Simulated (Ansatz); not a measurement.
Ga4AsN3 (ordering on zincblende) by several functionals

All numbers come from the PAW code Ansatz. All values are calculated for a non-magnetic cell, which may be hypothetical.

The cell is Ga4AsN3, ordered on the zincblende lattice (Pmm2) with 8 atoms a cell; cell and atoms were relaxed with r2SCAN. The symmetry is Pmm2 (No. 25, orthorhombic); conventional cell a = 3.372 Å, b = 6.853 Å, c = 4.729 Å, 13.66 Å³ an atom. Around N lie 4 Ga at 2.00–2.03 Å; around Ga lie 3 N at 1.95–2.00 Å and 1 As at 2.35 Å; around N lie 4 Ga at 1.95–2.01 Å; around Ga lie 4 N at 2.01 Å; around As lie 4 Ga at 2.32–2.35 Å; around Ga lie 2 N at 2.03 Å and 2 As at 2.32 Å.

```xyz
8
Lattice="3.3721 0.0000 0.0000 0.0000 6.8529 0.0000 0.0000 0.0000 4.7291" Properties=species:S:1:pos:R:3 pbc="T T T"
N     0.0000    1.5491    0.0106
Ga    1.6860    1.4688    3.6686
N     1.6860    0.0000    2.3843
Ga    0.0000    0.0000    1.2878
N     0.0000    5.3038    0.0106
Ga    1.6860    5.3840    3.6686
As    1.6860    3.4264    2.3761
Ga    0.0000    3.4264    0.7806
```

Relaxed lattice by functional, symmetry kept:
```
functional  k mesh  a (Å)  b (Å)  c (Å)  volume (Å³/atom)
       PBE   8×4×6  3.395  6.940  4.804             14.15
    r2SCAN   8×4×6  3.372  6.853  4.729             13.66
```

Band edges at fixed r2SCAN geometry:

| level | k mesh | gap (eV) | kind | edges | least direct gap (eV) | rough cost |
| --- | --- | --- | --- | --- | --- | --- |
| PBE | 8×4×6 | none (overlap 0.41) | – | – | – | 80 core-seconds |
| PBE+SOC | 8×4×6 | none (overlap 0.41) | – | – | – | 7 core-minutes |
| r2SCAN | 8×4×6 | none (overlap 0.26) | – | – | – | 2.2 core-minutes |

All runs use a smearing of 0.02 eV.
Wave cutoffs: 420 eV, 500 eV (r2SCAN).
Points off the special ones are mesh points or PBE's searched band edges, reused at the other levels.
Costs come from shared machines and give only the order; PBE's includes the band path. The runs had 4 threads of Arm Neoverse V1, with other jobs on the host.

r2SCAN gives no gap: the lowest nominally empty band dips 0.26 eV below the top of the last filled one (its bottom at Γ–X (0.20 of the way from Γ), the top at Y), so the cell is a metal or semimetal at this level. With PBE+SOC the bands overlap by 0.41 eV (counted from 1, band 82 peaks at Y and band 83 bottoms out at Γ–X (0.20 of the way from Γ)): no gap.

No level opens a gap, but no hybrid is among them, and semilocal functionals can close a real gap.

Only the levels marked +SOC include spin-orbit coupling.
